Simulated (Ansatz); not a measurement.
# One compound in many structure types

Screening note. Relaxing one composition in several structure types shows which are competitive, which pressure would favour, and how volume and gap change with structure.

InP, zinc blende serves as the reference. The reference is the lowest phase computed, which need not be the stable form in nature.

**Data**

Computed with Ansatz, a plane-wave PAW program. energy: PBE, total energy at 0 K with the change to a 700 eV cutoff added (comparable within one formula alone); volume per atom: PBE, relaxed cell; gap: PBE; bulk modulus: PBE, equation-of-state fit.

Definitions used: ΔE = E − E_ref; ΔV = V − V_ref; temperature scale ΔE/k_B = 11.605 K/meV × ΔE.

```tsv
crystal	E (eV/atom)	V (Å³/atom)	gap (eV)	B₀ (GPa)	ΔE (meV/atom)	ΔV (Å³/atom)	ΔE/k_B (K)
InP, zinc blende, reference	−3177.004	26.45	0.44	59.2	0.0	0.00	0
InP, WC type, P-6m2	−3176.599	22.07	0.00	59.4	405.0	−4.38	4700
InP, CsCl type	−3176.399	20.50	0.00	63.9	605.0	−5.95	7000
InP, PtS type, P4₂/mmc	−3176.487	27.16	0.00	37.6	517.0	0.71	6000
InP, litharge type, P4/nmm	−3176.610	22.76	0.00	35.0	394.0	−3.69	4600
```

Model phases, started by placing the elements on a structure type or from a typed cell, with no claim that they are known: InP, WC type, P-6m2; InP, CsCl type; InP, PtS type, P4₂/mmc; InP, litharge type, P4/nmm. Runs started from generated or typed cells of the structure named: InP, zinc blende. No gap (0.00) means none at this level, which can close a small real gap. Spin–orbit coupling is left out unless named; it moves the gap of InP, zinc blende by under 0.05 eV.

**Worked example**

The steps for InP, CsCl type:

- ΔE = 1000 × (−3176.399 − (−3177.004)) = 605.0 meV/atom
- ΔV = 20.50 − 26.45 = −5.95 Å³/atom
- ΔE/k_B: 11.605 × 605.0 = 7000 K

**Result**

Ranking by ΔE, lowest first: InP, zinc blende (0.0 ± 5.0), InP, litharge type, P4/nmm (394.0 ± 5.0), InP, WC type, P-6m2 (405.0 ± 5.0), InP, PtS type, P4₂/mmc (517.0 ± 5.0), InP, CsCl type (605.0 ± 5.0). The ± follows from allowances picked for this note (energy 0.004 eV/atom, 3 meV/atom on the figure itself), carried to first order and added in quadrature, each row's own inputs moving alone; ≈ joins neighbours closer than their two ± added in quadrature.

Denser than the reference, so favoured by pressure; with fixed volumes the enthalpies cross at P ≈ 0.1602 ΔE/|ΔV|: InP, WC type, P-6m2 0.1602 × 405.0/4.38 = 15 GPa, InP, CsCl type 0.1602 × 605.0/5.95 = 16 GPa, InP, litharge type, P4/nmm 0.1602 × 394.0/3.69 = 17 GPa. Each is against the reference alone, so another phase may come first, and differences in compressibility move them.

**Caveats**

Vibrational free energy is left out, and phases that were not computed could lie lower. Rows are a sample of the computed phases of this formula. Limits of the draw: a spread of over 30 meV/atom, none over 0.9 eV/atom above the reference, within 8 meV/atom of the lowest or within 3 meV/atom of a neighbour. As a rule kept out of such tables: 4f compounds, open-shell compounds run without a Hubbard term, cells found unstable in the tests at hand, cells close to a higher symmetry, and runs set to a pressure or over 12 % in volume from the crystal's fullest run.
